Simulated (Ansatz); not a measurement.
BAs:
```xyz
2
Lattice="3.1897 0.0000 0.0000 -1.5949 2.7624 0.0000 0.0000 0.0000 2.8839" Properties=species:S:1:pos:R:3 pbc="T T T"
B      0.0000     0.0000     0.0000
As     1.5949     0.9208     1.4420
```

Relaxed with r²SCAN. Special points in fractions of this cell's reciprocal vectors: Γ (0.000, 0.000, 0.000); M (0.500, 0.000, 0.000); K (0.333, 0.333, 0.000); A (0.000, 0.000, 0.500); L (0.500, 0.000, 0.500); H (0.333, 0.333, 0.500).

Question: List the band energies nearest the Fermi level at these points for r²SCAN in the plane-wave PAW code Ansatz.

Answer: In eV from the Fermi level; about four levels below and three above (degenerate sets whole), none deeper than 8.9 eV; … stands for higher levels left out; points with the same levels are listed once.

| k | below | above |
|---|---|---|
| Γ | -0.87 -0.34 -0.34 | 2.08 … |
| M | -3.17 | 1.47 2.28 5.47 |
| K | -6.96 | 3.46 4.41 6.27 |
| A | – | 3.16 3.16 3.79 3.79 |
| L | -7.39 -6.37 -4.76 | 1.36 1.42 … |
| H | -6.15 -4.74 -2.75 -1.71 | … |

Space group P-6m2. A made-up cell: these elements were put on the sites of a structure type; neither database checked (COD, Materials Project) lists it. It is not the phase usual at ambient conditions (space group No. 216). Symmetry was held in the r²SCAN relaxation; its stability against distortions is not shown here. Scalar-relativistic: spin–orbit coupling is off unless named, which matters more the heavier the elements.

Potentials: the earlier of the program's two PAW sets.
